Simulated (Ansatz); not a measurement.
Relaxed-ion elastic tensor of GaNi3N (anti-perovskite, Pm-3m) in GPa (Voigt order), the program Ansatz at the r²SCAN level (PAW); density 8.22 g/cm³, 10.50 Å³ per atom.

```
     1    2    3     4     5     6
-  ---  ---  ---  ----  ----  ----
1  359  142  142   0.0   0.0   0.0
2  142  359  142   0.0   0.0   0.0
3  142  142  359   0.0   0.0   0.0
4  0.0  0.0  0.0  53.3   0.0   0.0
5  0.0  0.0  0.0   0.0  53.3   0.0
6  0.0  0.0  0.0   0.0   0.0  53.3
```

Q: Is the crystal mechanically stable?

A: Yes: the smallest eigenvalue of C is 53.3 GPa.

Q: Work out the Voigt, Reuss and Hill averages.

A: K_V = 214, K_R = 214, K_H = 214; G_V = 75.4, G_R = 66.9, G_H = 71.2 GPa.

Q: Give Young's modulus, Poisson's ratio, Pugh's ratio and the universal anisotropy index.

A: E = 9KG/(3K + G) = 192 GPa; ν = 0.35; K/G = 3.01 (ductile by the Pugh limit of 1.75); A_U = 5G_V/G_R + K_V/K_R − 6 = 0.64.

Q: Estimate the sound speeds and the Debye temperature.

A: v_l = √((K + 4G/3)/ρ) = 6130 m/s, v_t = √(G/ρ) = 2940 m/s, mean 3310 m/s; Θ = (h/k)(3n/4πV)^(1/3) v_m = 450 K.

Q: Give the Zener ratio and Young's modulus along [100], [110] and [111].

A: A = 2C44/(C11 − C12) = 0.49; 1/E = S11 − 2(S11 − S12 − S44/2)Γ with Γ = 0, 1/4, 1/3 gives 279, 167, 148 GPa.

Q: Solve the Christoffel equation for the three sound speeds along [100], [110], [111].

A: Eigenvalues of C_ijkl n_j n_l equal ρv². In km/s, slowest first: [100] 2.55, 2.55, 6.61; [110] 2.55, 3.64, 6.08; [111] 3.31, 3.31, 5.89.

A made-up cell: these elements were put on the sites of a structure type; neither database checked (COD, Materials Project) lists it. Its standing as an ambient phase is unchecked. Symmetry was held in the r²SCAN relaxation; its stability against distortions is not shown here. The workflow began spin-polarised and lost its moments. As this level gives no gap, shear constants depend on the k-mesh and smearing (Fermi–Dirac, 0.1 eV here).

Potentials: the later of the program's two PAW sets.
